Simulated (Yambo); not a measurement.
Yambo run on Sr2H3I (space group P-3m1, No. 164). The wavefunctions are LDA (pw.x of Quantum ESPRESSO, ONCV potentials, no spin-orbit coupling) ones on a 3×3×2 mesh (15 occupied bands); a = 4.2427 Å, b = 4.2427 Å, c = 7.6828 Å, α = 90.00°, β = 90.00°, γ = 120.00°.

Yambo input:

```
rim_cut
gw0
dyson
el_el_corr
HF_and_locXC
cohsex
em1s
RandQpts= 1000000
RandGvec= 1 Ry
EXXRLvcs= 74 Ry
VXCRLvcs= 296 Ry
Chimod= "HARTREE"
% BndsRnXs
 1 | 214 |
%
NGsBlkXs= 8 Ry
% LongDrXs
 1.0 | 1.0 | 1.0 |
%
ExtendOut
% QPkrange
 2 | 2 | 15 | 16 |
 5 | 5 | 16 | 16 |
%
```

k points by index: 2 = A, 5 = K.

Resulting energies as the program prints them:

```
#    K-point    Band    Eo [eV]    E [eV]    E-Eo [eV]    Vxc [eV]    Vnlxc [eV]    Sc|Eo [eV]    Re(Z)    Im(Z)
#
    2    15    0.000000    -3.086074    -3.086074    -10.96239    -13.53456    -0.513905    1.000000    0.000000
    2    16    2.320948    1.808553    -0.512395    -8.552749    -4.041474    -5.023670    1.000000    0.000000
    5    16    1.867212    1.412461    -0.454751    -9.237613    -4.545957    -5.146407    1.000000    0.000000
```
(The two width columns are left out.) Convergence of these settings isn't established.

Geometry of the Materials Project entry, not relaxed at this level.

The structure is a Materials Project entry; no match was found in the copy of COD used, and its stability was not checked.
